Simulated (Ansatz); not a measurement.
TiPt$_{3}$:
```
TiPt3
1.0
    3.89940     0.00000     0.00000
    0.00000     3.89940     0.00000
    0.00000     0.00000     3.89940
Ti Pt
1 3
Direct
  0.00000   0.00000   0.00000
  0.00000   0.50000   0.50000
  0.50000   0.00000   0.50000
  0.50000   0.50000   0.00000
```

Relaxed with PBEsol. Special points in fractions of this cell's reciprocal vectors: Γ (0.000, 0.000, 0.000); X (0.000, 0.500, 0.000); M (0.500, 0.500, 0.000); R (0.500, 0.500, 0.500).

Q: List the band energies nearest the Fermi level at these points for PBEsol in the plane-wave PAW code Ansatz.

A: In eV from the Fermi level; about four levels below and three above (degenerate sets whole), none deeper than 8.9 eV; points with the same levels are listed once.

| k | below | above |
|---|---|---|
| Γ | -3.63 -3.63 -3.63 -1.68 -1.68 -0.51 | 0.05 0.05 0.05 |
| X | -2.61 -1.37 -0.20 -0.20 | 0.06 0.46 0.77 |
| M | -3.12 -3.12 -2.48 -2.29 -2.27 | 0.22 0.22 0.36 |
| R | -0.73 -0.73 -0.73 -0.44 -0.44 -0.44 | 1.22 1.22 1.22 |

Space group Pm-3m (Cu3Au type). The cell was relaxed with PBEsol under the symmetry of its start; of distortions, only those at the zone centre were tested. No spin polarisation was allowed. Spin–orbit coupling is left out wherever it is not named.

Potentials: the later of the program's two PAW sets.
